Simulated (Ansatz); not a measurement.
The relaxed structure here is a generated cell of Si: the first start was made by placing the elements on the sites of a structure type, and the end was not matched to a known phase here, so it may be hypothetical. Known forms of Si include space group No. 227.

The end point of a relaxation of Si. Space group P4₃2₁2 (No. 96), AFLOW prototype A_tP12_96_ab (as in Si). Method: PBE (plane waves to 420 eV, PAW, scalar-relativistic; Ansatz, a program for electronic structure).

```cif
data_Si12
_chemical_formula_sum 'Si12'
_space_group_name_H-M_alt 'P 1'
_space_group_IT_number 1
_cell_length_a 5.67995
_cell_length_b 5.67995
_cell_length_c 6.82698
_cell_angle_alpha 90.000
_cell_angle_beta 90.000
_cell_angle_gamma 90.000
loop_
_space_group_symop_operation_xyz
  'x, y, z'
loop_
_atom_site_label
_atom_site_type_symbol
_atom_site_fract_x
_atom_site_fract_y
_atom_site_fract_z
_atom_site_occupancy
Si1 Si 0.08048 0.08048 0.00000 1
Si2 Si 0.58048 0.41952 0.25000 1
Si3 Si 0.41952 0.58048 0.75000 1
Si4 Si 0.91952 0.91952 0.50000 1
Si5 Si 0.16537 0.37175 0.24141 1
Si6 Si 0.66537 0.12825 0.00859 1
Si7 Si 0.33463 0.87175 0.50859 1
Si8 Si 0.83463 0.62825 0.74141 1
Si9 Si 0.62825 0.83463 0.25859 1
Si10 Si 0.12825 0.66537 0.99141 1
Si11 Si 0.87175 0.33463 0.49141 1
Si12 Si 0.37175 0.16537 0.75859 1
```

Problem. What band gap does PBE give?

Solution. 1.16 eV, indirect (valence top at k = (0.2, 0.4, 0), conduction bottom at Z) (no spin-orbit coupling).

Problem. Predict the smallest direct gap from PBE.

Solution. 1.38 eV at k = (0.2, 0.4, 0).

No spin polarisation in the result.

The run could not lose the symmetry of its start: the end is stationary, and may be a saddle point rather than a minimum.
